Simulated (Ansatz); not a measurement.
## CsZn4P3: levels and charges under dearer methods

A database entry relaxed whole under r2SCAN at zero pressure (P4/mmm, No. 123):

```xyz
8
Lattice="4.0588 0.0000 0.0000 0.0000 4.0588 0.0000 0.0000 0.0000 10.4130" Properties=species:S:1:pos:R:3 pbc="T T T"
Cs    0.0000    0.0000    5.2065
Zn    0.0000    2.0294    1.5722
Zn    2.0294    0.0000    1.5722
Zn    0.0000    2.0294    8.8408
Zn    2.0294    0.0000    8.8408
P     2.0294    2.0294    2.8414
P     2.0294    2.0294    7.5716
P     0.0000    0.0000    0.0000
```

Its volume is 21.44 Å³ an atom, -0.5 % against the entry's 21.56, a measured cell (2011, 200 K).

Single points on this cell with plane-wave PAW DFT (Ansatz 0.2.0; r2SCAN 500 eV, hybrids 420 eV; fermi-dirac occupations of width 0.020 eV; no moments): r2SCAN on a 8×8×4 Γ-centred mesh; r2SCAN with spin-orbit coupling on a 6×6×4 Γ-centred mesh; HSE06 on a 6×6×2 Γ-centred mesh; PBE0 on a 6×6×2 Γ-centred mesh.

**Question.** What does each level give for gap and charges?

**Answer.** The runs give:

```
                          level  gap (eV), or kind  pressure (GPa)  Bader charge of Cs (e)  Bader charge of Zn (e)  Bader charge of P (e)
                         r2SCAN               0.38             0.0                   +0.78                   +0.65                  -1.13
r2SCAN with spin-orbit coupling               0.36             0.0                   +0.78                   +0.65                  -1.13
                          HSE06               0.88             1.3                   +0.78                   +0.68                  -1.16
                           PBE0               1.52             1.1                   +0.78                   +0.68                  -1.17
```

Under r2SCAN the gap is 0.38 eV, over mesh and band path. HSE06 moves it by +0.50 eV and PBE0 by +1.14 eV; PBE0 keeps its exact exchange at long range, which widens the gap over HSE06's by 0.64 eV on their common mesh. Spin-orbit coupling moves the r2SCAN gap by -0.02 eV.

Caveats: the relaxation kept the start's symmetry; HSE06 is read on its mesh and at the zone's corners, PBE0 on its mesh alone; hybrid pressures are good to a few tenths of a GPa; pressure is positive in compression.
